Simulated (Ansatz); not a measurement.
Input and command of a calculation in Ansatz (plane waves; scalar-relativistic PAW potentials unless the input names others):

```yaml
crystal:
  lattice:
    - [-3.0661036304, 3.0661036304, 2.5231858616]
    - [3.0661036304, -3.0661036304, 2.5231858616]
    - [3.0661036304, 3.0661036304, -2.5231858616]
  atoms:
    - { symbol: Ta, position: [0.6626519279, 0.8373480721, 0.5] }
    - { symbol: Ta, position: [0.8373480721, 0.3373480721, 0.1746961442] }
    - { symbol: Ta, position: [0.3373480721, 0.1626519279, 0.5] }
    - { symbol: Ta, position: [0.1626519279, 0.6626519279, 0.8253038558] }
    - { symbol: Si, position: [0.25, 0.25, 0.0] }
    - { symbol: Si, position: [0.75, 0.75, 0.0] }
basis:
  ecutwfc: 420
kpoints:
  mp_grid: { grid: [10, 10, 10] }
hamiltonian:
  xc: lda
scf:
  occupations: { method: fermi_dirac, width: 0.15 }
  max_iter: 3
output:
  forces: true
  eigenvalues: true
  stress: true
```

```bash
ansatz run input.yaml --threads 2 --pin off --max-ram 7168MiB --backend cpu --events-out ev --progress --plain --runs-dir out
```

Abridged log:
```
Basis set: ecut = 420 eV, 1881 PW (Γ)
Bands: 37, of which v1, the nominal top of the filled ones, is band 30 counted from 1 (29 counted from 0)
Symmetry: 16 space group operations
k-points: 102 of 1000
SCF iter   1: F=—  HF=-39951.359994 eV  |F-HF|=—  |Δ(HF+E_count)|=         —  Δρ=5.14e-3  dr2=1.78e-2  ethr=1.77e-3  ⟨swp⟩=5.6  Hψ=35425  notcnv=0
SCF iter   2: F=—  HF=-39951.357393 eV  |F-HF|=—  |Δ(HF+E_count)|=   2.60e-3  Δρ=3.10e-3  dr2=6.25e-3  ethr=2.97e-5  ⟨swp⟩=4.2  Hψ=18903  notcnv=0
SCF iter   3: F=—  HF=-39951.356119 eV  |F-HF|=—  |Δ(HF+E_count)|=   1.27e-3  Δρ=2.30e-4  dr2=4.83e-5  ethr=1.04e-5  ⟨swp⟩=4.3  Hψ=20465  notcnv=0
```

Question: What is wrong with this input?

Answer: The fault is too few SCF iterations (scf.max_iter: not typed → 3, the first being the value of the sound run). Setting it back cures it. The log, from which this was withheld above, says: «Error: did not converge after 3 iterations: dr2 = 4.83e-5 (threshold 1.00e-7), under the density mixer `msr1`, which `scf.mixing.algorithm: auto` chose by the deck's other keys (type `scf.mixing.algorithm: msr1` to keep it); raise `scf.max_iter`, which need not help a stalled SCF, or adjust the mixing (`scf.mixing`) or, under a smearing, its width (`scf.occupations.width` …» The run stopped without converging. A reference run on usual settings, whose relaxation ended at this geometry, converged, and the end of its own relaxation has pressure -4.47 GPa, largest force 0.000 eV/Å, no gap on the mesh (its cell was held, or driven to that pressure on purpose).

Time: 10 s on 2 threads of AMD EPYC 7R43 64-Core Processor (Zen 3), with other jobs on the host, peak memory 0.54 GiB.